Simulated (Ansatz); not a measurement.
V₂SiB₂ in space group P-6m2 (No. 187; V on 2h, Si on 1a, B on 1b, B on 1f) under volume change, r²SCAN in the plane-wave PAW code Ansatz, shape and atoms relaxed at each volume.

| V (Å³/atom) | E − E(relaxed) (meV/atom) | P (GPa) |
|---|---|---|
| 9.161 | 68.5 | 26.23 |
| 9.463 | 28.8 | 16.12 |
| 9.765 | 6.8 | 7.45 |
| 10.067 | 0.0 | 0.00 |
| 10.369 | 6.2 | -6.39 |
| 10.671 | 23.5 | -11.87 |
| 10.973 | 50.4 | -16.55 |

Question: What does a third-order Birch–Murnaghan fit give for V₀, B₀ and B′?

Answer: V₀ = 10.07 Å³/atom, B₀ = 229 GPa, B′ = 4.1.

The start of the workflow was typed in or built on a structure type; neither database checked (COD, Materials Project) lists it. Its standing as an ambient phase is unchecked. The r²SCAN relaxation kept the symmetry of its start; its stability against distortions is not shown here. The workflow began spin-polarised and lost its moments.

Potentials: the earlier of the program's two PAW sets.
